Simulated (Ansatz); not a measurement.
SnGe2: reading a single point

```
CELL_PARAMETERS angstrom
5.24209 0.00000 0.00000
-2.62105 4.53979 0.00000
0.00000 0.00000 7.30203
ATOMIC_POSITIONS crystal
Sn 0.50000 0.50000 0.16670
Sn 0.00000 0.50000 0.83337
Sn 0.50000 0.00000 0.50003
Ge 0.83820 0.16180 0.16670
Ge 0.67640 0.83820 0.83337
Ge 0.83820 0.67640 0.50003
Ge 0.16180 0.83820 0.16670
Ge 0.32360 0.16180 0.83337
Ge 0.16180 0.32360 0.50003
```

Single point in Ansatz 0.2.0 with PBEsol, no spin polarisation. Cutoff 420 eV, PAW datasets, 8×8×5 Γ-centred k mesh, gaussian filling (width 0.1097 eV).

**Question.** Metal or insulator?

**Answer.** It is a metal, with about 4.3 states/eV a cell as the mean within 0.25 eV of the Fermi level, mostly Ge p (56 %) and Sn p (23 %).

**Question.** Is it stable against the elements?

**Answer.** 0.27 eV an atom against the elements' usual phases (free molecules for gases, crystals otherwise, with no correction for O₂ or N₂), so at this geometry it isn't bound against them. Relaxing would lower it.

**Question.** Describe some of the short contacts.

**Answer.** Ge–Ge at 2.84 Å: least valence density 0.25 e/Å³ and ELF 0.43 there. Sn–Ge at 2.88 Å: least valence density 0.26 e/Å³ and ELF 0.42 there. Both are smooth PAW fields, read partly inside the augmentation spheres.

**Question.** Which atom feels the largest force, and which way?

**Answer.** The largest is on Ge6 (and as large on other atoms): 0.06 eV/Å, components (0.00, 0.06, 0.00). It makes 75° with the line to a nearest neighbour, Ge5 at 2.84 Å.

**Question.** Is the cell too large or too small?

**Answer.** The pressure is 8.0 GPa (compression positive), so with the atoms held at these fractions the cell would first expand. The principal stresses 6.6, 6.6, 10.8 GPa differ, so its shape would change too.

Origin: a known structure type with other elements, at an estimated volume, so it need not be a known compound.
